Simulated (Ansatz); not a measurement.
Given:

AlCuBr4:
```yaml
crystal:
  lattice:
    - [5.77285, 0.00000, 0.00000]
    - [0.00000, 5.77285, 0.00000]
    - [0.00000, 0.00000, 10.55700]
  atoms:
    - { symbol: Al, position: [0.00000, 0.50000, 0.75000] }
    - { symbol: Al, position: [0.50000, 0.00000, 0.25000] }
    - { symbol: Cu, position: [0.50000, 0.50000, 0.00000] }
    - { symbol: Cu, position: [0.50000, 0.50000, 0.50000] }
    - { symbol: Br, position: [0.23194, 0.73771, 0.87412] }
    - { symbol: Br, position: [0.73771, 0.76806, 0.12588] }
    - { symbol: Br, position: [0.76806, 0.26229, 0.87412] }
    - { symbol: Br, position: [0.26229, 0.23194, 0.12588] }
    - { symbol: Br, position: [0.23194, 0.26229, 0.62588] }
    - { symbol: Br, position: [0.73771, 0.23194, 0.37412] }
    - { symbol: Br, position: [0.76806, 0.73771, 0.62588] }
    - { symbol: Br, position: [0.26229, 0.76806, 0.37412] }
```

This is the r²SCAN-relaxed structure.

All from the program Ansatz at the r²SCAN level (PAW), unless another level is named. Estimate the HSE06 gap on the r²SCAN cell.

3.95 eV.

Give the formation energy from the elements (no fitted shifts).

-0.99 eV/atom.

Predict the gap with spin–orbit coupling.

2.68 eV.

Next, the smallest direct gap on the standard path?

2.81 eV.

Predict the conduction-band minimum.

at Γ.

Space group P-42c. The first step of the workflow began from a Materials Project structure, measured or hypothetical; the Crystallography Open Database files this formula in space group No. 112, but the cells were not matched. Its standing as an ambient phase is unchecked. The cell was relaxed with r²SCAN under the symmetry of its start; whether a distortion lowers the energy is not shown. No spin polarisation was allowed. The references are the lowest solids computed at this level, not always the standard phases. Scalar-relativistic: spin–orbit coupling is off unless named, which matters more the heavier the elements.

Potentials: the later of the program's two PAW sets.
